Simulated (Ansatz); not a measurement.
Ge (diamond)

```
CELL_PARAMETERS angstrom
      0.00000     2.88111     2.88111
      2.88111     0.00000     2.88111
      2.88111     2.88111     0.00000
ATOMIC_POSITIONS crystal
  Ge 0.50000 0.50000 0.50000
  Ge 0.75000 0.75000 0.75000
```

The slice is a {111} plane (indices of the conventional cell) through the point (0.750, 0.750, 0.750) (fractional), spanned by u = [100] and v = [-1 2 0] in vectors of this cell: u (4.07 Å) and v (7.06 Å, at 90° to u). It covers one period; positions are fractions (u, v).

Calculation: PBE (plane waves to 420 eV, PAW, scalar-relativistic; Ansatz, a program for electronic structure). k mesh 14×14×14. Near the nuclei the fields are pseudised (PAW); where an atom keeps semicore shells as valence, they peak there. Ge was relaxed with its symmetry unable to fall. The PAW data are Ansatz's earlier set.

### Question
Sketch the valence electron density on this plane as a map.

### Answer
```
|998866444433332222222222333344446688|
|777755443333333333333333333333445577|
|554444333333333333333333333333334444|
|333333333333333333333333333333333333|
|333333333333333344444433333333333333|
|222222222233333333443333333322222222|
|111111222222333333333333332222221111|
|000011111122223333333333222211111100|
|000000111122223333333333222211110000|
|000000111122223333333333222211110000|
|000000111122223333333333222211110000|
|000000112222333344444433332222110000|
|000011112233334455555544333322111100|
|111111222233445577777755443322221111|
|111122223333446688998866443333222211|
|222222223333557799999977553333222222|
|222222333344446688998866444433332222|
|333333333333445577777755443333333333|
|333333333333334444554444333333333333|
|333333333333333333333333333333333333|
|444433333333333333333333333333333344|
|443333333322222222222222222233333333|
|333333332222221111111111222222333333|
|333333222211111100000011111122223333|
|333333222211110000000000111122223333|
|333333222211110000000000111122223333|
|333333222211110000000000111122223333|
|444433332222110000000000112222333344|
|555544333322111100000011112233334455|
|777755443322221111111111222233445577|
|998866443333222211111122223333446688|
|999977553333222222222222223333557799|
```
Scale: ten equal steps from -1.62 (start of '0') to 1.69 (end of '9'), in the order '0123456789'. Values: log₁₀ of the valence density in e/Å³. The map has 18 points along u (two characters each, u = 0 at the left) and 32 along v (v = 0 in the bottom row). The scale is logarithmic, as a density can span decades between atoms and voids.
